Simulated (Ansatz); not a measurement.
One starting cell of AlNi (a generated trial cell of AlNi in the AFLOW prototype AB_hP6_154_a_b (B9, as in HgS)) was relaxed twice with Ansatz (plane waves, PAW, scalar-relativistic): with PBEsol at 420 eV and with PBE at 420 eV. The PBEsol result:

```
AlNi
1.0
    2.86172     0.00000     0.00000
    0.00000     2.86172     0.00000
    0.00000     0.00000     2.86172
Ni Al
1 1
Direct
  0.50000   0.50000   0.50000
  0.00000   0.00000   0.00000
```

```
quantity                          PBEsol    PBE
--------------------------------  ------  -----
space group                        Pm-3m  Pm-3m
volume (Å³/atom)                   11.72  12.10
a (Å)                              2.862  2.893
gap (eV, no spin-orbit coupling)    0.00   0.00
```

Both levels end in the same structure; PBE's volume is 3.3 % larger. Neither column is exact.

No spin polarisation in the result. A magnetic state may lie lower.

Measured for AlNi: a 2.882 Å (static lattice; corrected from measurement; as listed in H. Levämäki et al., Physical Review B (2014)). Computed minus measured — a: PBEsol -0.7 %, PBE +0.4 %. The computed values are for a static lattice.

The run could not lose the symmetry of its start.

Ansatz is a quantum-chemistry and plane-wave program.
